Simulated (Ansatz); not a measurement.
MgF$_{2}$ (rutile)

```yaml
crystal:
  lattice:
    - [4.69838, 0.00000, 0.00000]
    - [0.00000, 4.69838, 0.00000]
    - [0.00000, 0.00000, 3.09284]
  atoms:
    - { symbol: Mg, position: [0.00000, 0.00000, 0.00000] }
    - { symbol: Mg, position: [0.50000, 0.50000, 0.50000] }
    - { symbol: F, position: [0.30358, 0.30358, 0.00000] }
    - { symbol: F, position: [0.80358, 0.19642, 0.50000] }
    - { symbol: F, position: [0.19642, 0.80358, 0.50000] }
    - { symbol: F, position: [0.69642, 0.69642, 0.00000] }
```

Two coordinates are scanned: the volume, and the ratio of the stretch along z (the conventional c axis) to the stretch across it. Atoms keep their fractional coordinates.

All values below come from PBE (plane waves to 420 eV, PAW, scalar-relativistic; Ansatz, a program for electronic structure). k mesh 7×7×11 (Γ-centred), Fermi-Dirac smearing 0.05 eV. Energies are smeared free energies. As the atoms are clamped, bonds stretch with the cell, which overstates energies and stresses. MgF2 was relaxed with its symmetry unable to fall. The zero of ΔE is the relaxed starting cell.

Problem. Estimate the ΔE (kJ/mol of atoms) for all points of the grid V/V₀ = 0.920, 0.960, 1.000, 1.040, 1.080 by (c/a)/(c/a)₀ = 0.920, 0.960, 1.000, 1.040, 1.080.

Solution. ΔE (kJ/mol of atoms), with V/V₀ across and (c/a)/(c/a)₀ down:

```tsv
(c/a)/(c/a)₀ \ V/V₀	0.920	0.960	1.000	1.040	1.080
0.920	5.09	2.86	1.95	2.12	3.15
0.960	3.16	1.16	0.46	0.81	2.01
1.000	2.39	0.56	0.00	0.48	1.80
1.040	2.60	0.87	0.40	0.96	2.36
1.080	3.66	1.96	1.53	2.12	3.53
```

(Under strain, the slope of the energy per volume gives the stress and its curvature an elastic modulus.)
